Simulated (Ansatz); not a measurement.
KBr (rocksalt), relaxed with r2SCAN: 5 runs in Ansatz 0.2.0, each a calculation of independent-particle optics. The symmetry is Fm-3m (No. 225, cubic); a = 6.604 Å in the conventional setting, 36.01 Å³ an atom. K is surrounded by 6 Br at 3.30 Å; Br is surrounded by 6 K at 3.30 Å. Spin-unpolarised throughout; all numbers are computed.

```
K Br
1.0
     0.00000    3.30225    3.30225
     3.30225    0.00000    3.30225
     3.30225    3.30225    0.00000
K Br
1 1
Cartesian
  0.0000 0.0000 0.0000
  3.3022 3.3022 3.3022
```

On meshes this coarse, single peaks can be features of the mesh. No local fields, no excitons; the zone sum runs over the cells of the mesh, and ε∞ includes the bands left out of the spectrum. Up to four peaks are listed, those above 15 % of the tallest and inside the complete range; the four can differ from row to row. Rows marked drawn have settings drawn at random (some not listed).

```json
{"functional": "PBE", "k mesh": "6×6×6", "broadening (eV)": "0.1", "scissors (eV)": "0.00", "range (eV)": "0–19", "settings": "chosen", "direct gap on the mesh before scissors (eV)": "4.43", "ε∞ xx": "2.82", "ε∞ yy": "2.82", "ε∞ zz": "2.82", "complete up to (eV)": "19.0", "tallest peaks of mean ε₂ (eV)": "7.00 9.25 9.75 14.90"}
{"functional": "r2SCAN", "k mesh": "6×6×6", "broadening (eV)": "0.1", "scissors (eV)": "0.00", "range (eV)": "0–19", "settings": "chosen", "direct gap on the mesh before scissors (eV)": "5.07", "ε∞ xx": "2.64", "ε∞ yy": "2.64", "ε∞ zz": "2.64", "complete up to (eV)": "19.0", "tallest peaks of mean ε₂ (eV)": "7.55 8.35 10.00 10.60"}
{"functional": "PBE", "k mesh": "6×6×6", "broadening (eV)": "0.1", "scissors (eV)": "1.17 (to HSE06)", "range (eV)": "0–19", "settings": "chosen", "direct gap on the mesh before scissors (eV)": "4.43", "ε∞ xx": "2.61", "ε∞ yy": "2.61", "ε∞ zz": "2.61", "complete up to (eV)": "19.0", "tallest peaks of mean ε₂ (eV)": "8.20 10.40 10.95 16.10"}
{"functional": "LDA", "k mesh": "4×4×4", "broadening (eV)": "0.05", "scissors (eV)": "0.60", "range (eV)": "0–30", "settings": "drawn", "direct gap on the mesh before scissors (eV)": "4.02", "ε∞ xx": "2.82", "ε∞ yy": "2.82", "ε∞ zz": "2.82", "complete up to (eV)": "30.0", "tallest peaks of mean ε₂ (eV)": "7.20 9.60 10.20 21.00"}
{"functional": "r2SCAN", "k mesh": "6×6×6", "broadening (eV)": "0.05", "scissors (eV)": "0.00", "range (eV)": "0–10", "settings": "drawn", "direct gap on the mesh before scissors (eV)": "5.07", "ε∞ xx": "2.64", "ε∞ yy": "2.64", "ε∞ zz": "2.64", "complete up to (eV)": "10.0", "tallest peaks of mean ε₂ (eV)": "7.50 8.30"}
```

Spin-orbit coupling is left out.
